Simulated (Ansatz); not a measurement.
SiO$_{2}$:
```cif
data_O72Si36
_chemical_formula_sum 'Si36 O72'
_space_group_name_H-M_alt 'R-3m :H'
_space_group_IT_number 166
_space_group_name_Hall '-R 3 2"'
_cell_length_a 13.60649
_cell_length_b 13.60649
_cell_length_c 14.82396
_cell_angle_alpha 90.000
_cell_angle_beta 90.000
_cell_angle_gamma 120.000
loop_
_atom_site_label
_atom_site_type_symbol
_atom_site_symmetry_multiplicity
_atom_site_Wyckoff_symbol
_atom_site_fract_x
_atom_site_fract_y
_atom_site_fract_z
_atom_site_occupancy
Si1 Si 36 i 0.00014 0.22874 0.10449 1
O1 O 18 f 0.00000 0.26211 0.00000 1
O2 O 18 h 0.19902 0.09951 0.12184 1
O3 O 18 h 0.11976 0.23952 0.13056 1
O4 O 18 g 0.35191 0.35191 0.50000 1
```
(The calculation used a cell of 36 atoms; values per cell refer to that cell.)

Relaxed with r²SCAN. r²SCAN (plane waves, PAW; program Ansatz) gives a gap of 6.57 eV.

### Question
What gap does HSE06 give on the same cell (Ansatz, PAW)?

### Answer
7.54 eV, 0.97 eV more. The hybrid was solved on a coarser mesh and at special points; the gap given is the minimum over both.

| k | v1 r²SCAN | c1 r²SCAN | v1 HSE06 | c1 HSE06 |
|---|---|---|---|---|
| Γ | 0.00 | 6.57 | 0.00 | 7.54 |
| T | 0.00 | 7.81 | … | … |
| P0 | 0.00 | 7.72 | … | … |
| L | -0.01 | 6.99 | … | … |
| F | -0.01 | 7.41 | … | … |

### Question
Top valence (v1) and lowest conduction level (c1) in eV from each method's valence maximum (which need not be a listed point): supply the withheld HSE06 values.

### Answer

- F, v1 HSE06: -0.01
- F, c1 HSE06: 8.51
- T, v1 HSE06: 0.00
- T, c1 HSE06: 8.98
- L, v1 HSE06: -0.01
- L, c1 HSE06: 8.02
- P0, v1 HSE06: 0.00
- P0, c1 HSE06: 8.87

Cost on shared cores: the r²SCAN run (SCF on a 3×3×3 mesh, then bands and DOS) very roughly 25 core-minutes, the HSE06 run (SCF on 2×2×2, then a few points) roughly 30 core-minutes; the tasks are unlike.

The workflow started from a Materials Project entry (that database holds measured and hypothetical structures alike); the Crystallography Open Database copy checked does not list it. It is not the phase usual at ambient conditions (space group No. 92, 152, 154). Symmetry was held in the r²SCAN relaxation; whether a distortion lowers the energy is not shown.

Potentials: the earlier of the program's two PAW sets.
